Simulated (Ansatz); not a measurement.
This MgB structure is the end of a relaxation. The cell was found from a structure generator's guess, not taken from experiment.

These are results of DFT PBE, scalar-relativistic, plane waves, PAW (Ansatz 0.2.0), not measurements. Cutoff 420 eV, Γ-centred mesh, Gaussian smearing, no spin polarisation.

```
Mg B
1.0
     3.06204    0.00000    0.00000
    -1.53102    2.65181    0.00000
     0.00000    0.00000    6.78363
Mg B
2 2
Direct
  0.33333 0.66667 0.69293
  0.66667 0.33333 0.30707
  0.66667 0.33333 0.97779
  0.33333 0.66667 0.02221
```

The zero of energy is the elements' standard structures at the same level; no fitted shifts are applied.

Problem. Find its symmetry and describe it.

Solution. P-3m1 (No. 164). Conventional cell: a = 3.062 Å, c = 6.784 Å. Around Mg lie 1 B at 2.23 Å and 3 B at 2.62 Å; B has 3 B at 1.79 Å and 1 Mg at 2.23 Å.

Problem. What is its formation energy per atom?

Solution. +0.24 eV/atom. The separate elements lie lower, so it is unstable against them.

Problem. Is it a metal?

Solution. Yes, bands cross the Fermi level on the 18×18×8 mesh.

Problem. From what recipe could a structure generator have reached it?

Solution. One such recipe: close-packed layers stacked ABAB, next cell at A (P-3m1, No. 164). Other recipes can lead to the same cell.

The last run used an 18×18×8 mesh (in the run's order of axes) for its 4-atom cell and Gaussian smearing of 0.10 eV. A later test with randomly moved atoms came back to the same energy, though modes that don't fit the test's cell weren't probed.
